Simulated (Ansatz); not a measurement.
Relaxed-ion elastic tensor of YTe (rock salt, Fm-3m) in GPa (Voigt order), the program Ansatz at the PBEsol level (PAW); density 6.40 g/cm³, 28.09 Å³ per atom.

```
 178  14.4  14.4   0.0   0.0   0.0
14.4   178  14.4   0.0   0.0   0.0
14.4  14.4   178   0.0   0.0   0.0
 0.0   0.0   0.0   8.4   0.0   0.0
 0.0   0.0   0.0   0.0   8.4   0.0
 0.0   0.0   0.0   0.0   0.0   8.4
```

### Question
Is the crystal mechanically stable?

### Answer
Yes: the smallest eigenvalue of C is 8.4 GPa.

### Question
Work out the Voigt, Reuss and Hill averages.

### Answer
K_V = 68.8, K_R = 68.8, K_H = 68.8; G_V = 37.7, G_R = 13.1, G_H = 25.4 GPa.

### Question
Give Young's modulus, Poisson's ratio, Pugh's ratio and the universal anisotropy index.

### Answer
E = 9KG/(3K + G) = 67.8 GPa; ν = 0.34; K/G = 2.71 (ductile by the Pugh limit of 1.75); A_U = 5G_V/G_R + K_V/K_R − 6 = 9.41.

### Question
Estimate the sound speeds and the Debye temperature.

### Answer
v_l = √((K + 4G/3)/ρ) = 4010 m/s, v_t = √(G/ρ) = 1990 m/s, mean 2230 m/s; Θ = (h/k)(3n/4πV)^(1/3) v_m = 219 K.

### Question
Give the Zener ratio and Young's modulus along [100], [110] and [111].

### Answer
A = 2C44/(C11 − C12) = 0.10; 1/E = S11 − 2(S11 − S12 − S44/2)Γ with Γ = 0, 1/4, 1/3 gives 176, 30.8, 24.2 GPa.

### Question
Solve the Christoffel equation for the three sound speeds along [100], [110], [111].

### Answer
Eigenvalues of C_ijkl n_j n_l equal ρv². In km/s, slowest first: [100] 1.14, 1.14, 5.27; [110] 1.14, 3.57, 4.04; [111] 2.99, 2.99, 3.54.

The workflow started from an entry of the Crystallography Open Database (COD). Its standing as an ambient phase is unchecked. The PBEsol relaxation kept the symmetry of its start; of distortions, only those at the zone centre were tested. No spin polarisation was allowed. With an odd number of electrons in the cell and no spin polarisation, the count alone makes it a metal. As this level gives no gap, shear constants depend on the k-mesh and smearing (Fermi–Dirac, 0.1 eV here). Scalar-relativistic: spin–orbit coupling is off unless named, which matters more the heavier the elements.

Potentials: the later of the program's two PAW sets.
